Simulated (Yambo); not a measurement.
A G0W0@PBEsol run in Yambo for K$_{2}$LiAlF$_{6}$ (space group Fm-3m, No. 225) (2×2×2 Γ-centred k mesh, bands 2 to 191 and a 7 Ry block in the screening, 191 bands in G with the Bruneval-Gonze terminator, plasmon pole fitted at 27.2 eV) gives these matrix elements, in eV, at the band edges (Γ → Γ):

```json
[
 {"state": "valence edge", "E0": "0.000", "<Vxc>": "-22.801", "<Σx>": "-30.696", "<Σc(E0)>": "4.658", "Z": "0.827"},
 {"state": "conduction edge", "E0": "7.324", "<Vxc>": "-10.632", "<Σx>": "-5.911", "<Σc(E0)>": "-3.016", "Z": "0.895"}
]
```

**Question.** Solve the linearised quasiparticle equation for both states, give the gap, and say how exchange and correlation each act on it.

**Answer.** E = E0 + Z(Σx + Σc − Vxc). Valence: 0.000 + 0.827 × (-30.696 + (4.658) − (-22.801)) = -2.68 eV. Conduction: 7.324 + 0.895 × (-5.911 + (-3.016) − (-10.632)) = 8.85 eV. The gap is 11.53 eV, against 7.32 eV in PBEsol. Replacing Vxc by bare exchange alone would open it by 12.62 eV; correlation takes back 7.67 eV of that, and Z scales what is left. Nearest settings tried, and what they do to the gap: 126 bands in W, 126 bands in G: +103 meV; 6 Ry block (229 vectors against 307): -2 meV. Not varied: mesh. So the settings aren't converged at that level. The k mesh is coarse. 

Geometry of the Materials Project entry, not relaxed at this level; primitive cell a = 5.642 Å, b = 5.642 Å, c = 5.642 Å, α = 60.00°, β = 60.00°, γ = 60.00°.
